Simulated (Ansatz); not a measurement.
A: SiC (wurtzite), a = b = 3.0755 Å, c = 5.0486 Å, α = β = 90.00°, γ = 120.00°
B: ZrO$_{2}$ (tetragonal-ZrO2 type, space group P4_2/nmc), a = 3.6011 Å, b = 3.6011 Å, c = 5.2301 Å, α = 90.00°, β = 90.00°, γ = 90.00°
C: Zr (hcp, Mg type), a = b = 3.246 Å, c = 5.151 Å, α = β = 90.00°, γ = 120.00°

Scan: energy against volume (even scaling of the relaxed cell, symmetry kept). All come from one method, each on a k mesh of its own. All were relaxed with their symmetry unable to fall. The PAW data are Ansatz's earlier set. This is a high-temperature form of ZrO2. Zr is run without spin polarisation. ZrO2 is run without spin polarisation.

**Question.** Rank these by bulk modulus at fixed cell shape (fitted) (highest first), as r2SCAN (plane waves to 500 eV, PAW, scalar-relativistic; Ansatz, a program for electronic structure) gives it.

**Answer.** A (228 GPa), B (194 GPa), C (95.5 GPa)

(Under strain, the slope of the energy per volume gives the stress and its curvature an elastic modulus.)
